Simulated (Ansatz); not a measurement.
Problem. Each is relaxed and computed with r²SCAN (plane waves, PAW; program Ansatz). Which is the only one with a gap?
A) EuZn2Sb2, P-3m1 (Eu on 1a, Zn on 2d, Sb on 2d)
B) EuZnSi, P6_3/mmc (Eu on 2a, Zn on 2c, Si on 2d)
C) ZnS, P6_3mc (Pearson symbol hP40)
D) SrZn2Ge2, I4/mmm (Sr on 2a, Zn on 4d, Ge on 4e)

Solution. C, ZnS, P6_3mc (Pearson symbol hP40). ZnS: gap 2.71 eV (direct); EuZn2Sb2: metal; EuZnSi: metal; SrZn2Ge2: metal. Caveat: open 4f shells can settle in a state that is not the lowest. Spin orders computed, not proven ground states: EuZn2Sb2, P-3m1 (Eu on 1a, Zn on 2d, Sb on 2d) ferromagnetic; EuZnSi, P6_3/mmc (Eu on 2a, Zn on 2c, Si on 2d) ferromagnetic. Not the usual ambient phase: ZnS, P6_3mc (Pearson symbol hP40). Standing as an ambient phase not checked: EuZn2Sb2, P-3m1 (Eu on 1a, Zn on 2d, Sb on 2d); EuZnSi, P6_3/mmc (Eu on 2a, Zn on 2c, Si on 2d); SrZn2Ge2, I4/mmm (Sr on 2a, Zn on 4d, Ge on 4e). All cells were relaxed under the symmetry of their starts (and spin orders); stability against distortions was not tested throughout. No Hubbard U is applied. Scalar-relativistic: spin–orbit coupling is off unless named, which matters more the heavier the elements.

Potentials: the later of the program's two PAW sets.
